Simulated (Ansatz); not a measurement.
**Sc₃Al₂ (I4/mmm)**

These are results of DFT PBE, scalar-relativistic, plane waves, PAW (Ansatz 0.2.0), not measurements.

Plane waves to 420 eV, a k mesh through Γ of 16×16×16 on the computed 5-atom cell and Gaussian smearing (0.10 eV); no spin polarisation.

The structure is relaxed at this level of theory with its symmetry kept, and needn't be the ground state of this composition.

```xyz
5
Lattice="-1.5813 1.5813 10.2762 1.5813 -1.5813 10.2762 1.5813 1.5813 -10.2762" Properties=species:S:1:pos:R:3 pbc="T T T"
Sc    0.0000    0.0000   14.1962
Sc    0.0000    0.0000   10.2762
Sc    0.0000    0.0000    6.3562
Al    0.0000    0.0000    1.9664
Al    0.0000    0.0000   18.5861
```

Question: Formation energy from the elements' standard states (uncorrected)?

Answer: -0.365 eV/atom.

Question: Kohn–Sham band gap?

Answer: none (metal).

Question: Density of states at the Fermi level?

Answer: 3.6 states/eV per cell.

Question: Orbital (Löwdin) character within 0.5 eV of the Fermi level?

Answer: Sc 3d 79 %, Al 3p 13 %.

The cell was found from a structure generator's guess, not taken from experiment. Löwdin shares on free-atom orbitals overweight diffuse shells.
